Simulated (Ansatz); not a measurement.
According to PBEsol (plane waves, PAW; program Ansatz), Ta₂SiB₂ in the hexagonal phase (P-6m2; Ta on 2h, Si on 1a, B on 1b, B on 1f) relaxes to a = 3.134 Å, c = 6.915 Å. Si has 6 nearest neighbours from 2.62 Å (trigonal prismatic). Its formation energy from the elements is -0.67 eV/atom, with no fitted shifts.

Electronic character: metallic (no gap). Gap from PBEsol with spin–orbit coupling: none (metallic).

An equation-of-state fit gives a bulk modulus of 250 GPa. The highest mode at Γ lies at 764 cm⁻¹.

The start of the workflow was typed in or built on a structure type; neither database checked (COD, Materials Project) lists it. Its standing as an ambient phase is unchecked. The PBEsol relaxation kept the symmetry of its start; whether a distortion lowers the energy is not shown. The run is not spin-polarised. As this level gives no gap, phonon frequencies hold no LO–TO term and depend on the k-mesh and smearing (Fermi–Dirac, 0.1 eV here). The references are the lowest solids computed at this level, not always the standard phases. Scalar-relativistic: spin–orbit coupling is off unless named, which matters more the heavier the elements.

Potentials: the earlier of the program's two PAW sets. The files were generated under PBE; for other functionals the program regenerates the frozen cores, and for LDA and PBEsol the local potential too.
